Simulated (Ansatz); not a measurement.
The calculation used DFT PBE, scalar-relativistic, plane waves, PAW (Ansatz). All cells share a 420 eV cutoff and Γ-centred k meshes spaced at most about 0.3 Å⁻¹ (about 0.25 or finer for metals, 2π included). No spin polarisation in the final relaxations.

Each of these unrelaxed guesses is relaxed in cell and atoms within its symmetry. A guess keeps its type if space group and coordination stay and the shape of the cell changes little (axis ratios within about 15 %, angles within 6°); the volume may change.

1. Sc4Ta

```cif
data_structure
_symmetry_space_group_name_H-M 'P-43m'
_symmetry_Int_Tables_number 215
_cell_length_a 4.6240
_cell_length_b 4.6240
_cell_length_c 4.6240
_cell_angle_alpha 90.000
_cell_angle_beta 90.000
_cell_angle_gamma 90.000
_cell_volume 98.87
loop_
_atom_site_label
_atom_site_type_symbol
_atom_site_symmetry_multiplicity
_atom_site_Wyckoff_symbol
_atom_site_fract_x
_atom_site_fract_y
_atom_site_fract_z
_atom_site_occupancy
Sc1 Sc 4 e 0.25000 0.25000 0.25000 1
Ta1 Ta 1 a 0.00000 0.00000 0.00000 1
```

2. LuSc2N3

```cif
data_structure
_symmetry_space_group_name_H-M 'P6mm'
_symmetry_Int_Tables_number 183
_cell_length_a 4.1417
_cell_length_b 4.1417
_cell_length_c 6.8825
_cell_angle_alpha 90.000
_cell_angle_beta 90.000
_cell_angle_gamma 120.000
_cell_volume 102.24
loop_
_atom_site_label
_atom_site_type_symbol
_atom_site_symmetry_multiplicity
_atom_site_Wyckoff_symbol
_atom_site_fract_x
_atom_site_fract_y
_atom_site_fract_z
_atom_site_occupancy
Lu1 Lu 1 a 0.00000 0.00000 0.38593 1
Sc1 Sc 2 b 0.33333 0.66667 0.27952 1
N1 N 2 b 0.33333 0.66667 0.55638 1
N2 N 1 a 0.00000 0.00000 0.98555 1
```

3. GeBiO4

```cif
data_structure
_symmetry_space_group_name_H-M 'P6/mmm'
_symmetry_Int_Tables_number 191
_cell_length_a 4.0817
_cell_length_b 4.0817
_cell_length_c 6.6918
_cell_angle_alpha 90.000
_cell_angle_beta 90.000
_cell_angle_gamma 120.000
_cell_volume 96.55
loop_
_atom_site_label
_atom_site_type_symbol
_atom_site_symmetry_multiplicity
_atom_site_Wyckoff_symbol
_atom_site_fract_x
_atom_site_fract_y
_atom_site_fract_z
_atom_site_occupancy
Ge1 Ge 1 b 0.00000 0.00000 0.50000 1
Bi1 Bi 1 a 0.00000 0.00000 0.00000 1
O1 O 2 c 0.33333 0.66667 0.00000 1
O2 O 2 d 0.33333 0.66667 0.50000 1
```

4. Si2C

```cif
data_structure
_symmetry_space_group_name_H-M 'P6/mmm'
_symmetry_Int_Tables_number 191
_cell_length_a 2.8156
_cell_length_b 2.8156
_cell_length_c 12.5865
_cell_angle_alpha 90.000
_cell_angle_beta 90.000
_cell_angle_gamma 120.000
_cell_volume 86.41
loop_
_atom_site_label
_atom_site_type_symbol
_atom_site_symmetry_multiplicity
_atom_site_Wyckoff_symbol
_atom_site_fract_x
_atom_site_fract_y
_atom_site_fract_z
_atom_site_occupancy
Si1 Si 4 h 0.33333 0.66667 0.66667 1
C1 C 2 c 0.33333 0.66667 0.00000 1
```

5. Sn2TeO

```cif
data_structure
_symmetry_space_group_name_H-M 'P6_3/mmc'
_symmetry_Int_Tables_number 194
_cell_length_a 4.7945
_cell_length_b 4.7945
_cell_length_c 9.6392
_cell_angle_alpha 90.000
_cell_angle_beta 90.000
_cell_angle_gamma 120.000
_cell_volume 191.89
loop_
_atom_site_label
_atom_site_type_symbol
_atom_site_symmetry_multiplicity
_atom_site_Wyckoff_symbol
_atom_site_fract_x
_atom_site_fract_y
_atom_site_fract_z
_atom_site_occupancy
Sn1 Sn 4 f 0.66667 0.33333 0.41178 1
Te1 Te 2 a 0.00000 0.00000 0.00000 1
O1 O 2 c 0.66667 0.33333 0.75000 1
```

Question: Which guesses survive the relaxation?

Answer: Guesses 1 and 3 keep their type.

```csv
guess,kept,start group,end group,V start (Å³/atom),V end,"b/a and c/a, end over start",nearest neighbours start,nearest neighbours end
1,yes,P-43m,P-43m,19.8,25.1,"1.00, 1.00","Sc 1, Ta 4","Sc 1, Ta 4"
2,no,P6mm,P6/mmm,17.0,13.1,-,"Lu 13, N 1/7, Sc 1","Lu 2, N 2, Sc 2"
3,yes,P6/mmm,P6/mmm,16.1,14.6,"1.00, 1.03","Bi 6, Ge 6, O 6","Bi 6, Ge 6, O 6"
4,no,P6/mmm,P6/mmm,14.4,16.9,"1.00, 0.40","C 3, Si 3","C 2, Si 1"
5,no,P6_3/mmc,P6_3/mmc,24.0,24.3,"1.00, 1.80","O 8, Sn 11, Te 6","O 6, Sn 7, Te 6"
```

Neighbours count within 15 % of an atom's shortest distance; end groups are read at 0.02 Å (0.05 Å in metals).

No dispersion correction is applied, so the spacing and binding between layers, chains or molecules are poorly described (Si2C P6/mmm). Spin–orbit coupling, which can matter for Bi, Ta and Te, is left out. In GeBiO4 P6/mmm an odd number of electrons in the primitive cell allows no gap without spin; a larger cell or a magnetic state could open one. A magnetic state wasn't ruled out in cells without spin, among them Sc4Ta P-43m, GeBiO4 P6/mmm. Cells relaxed within their symmetry can be saddle points.

In counts of neighbours, a slash parts the counts of unlike sites.
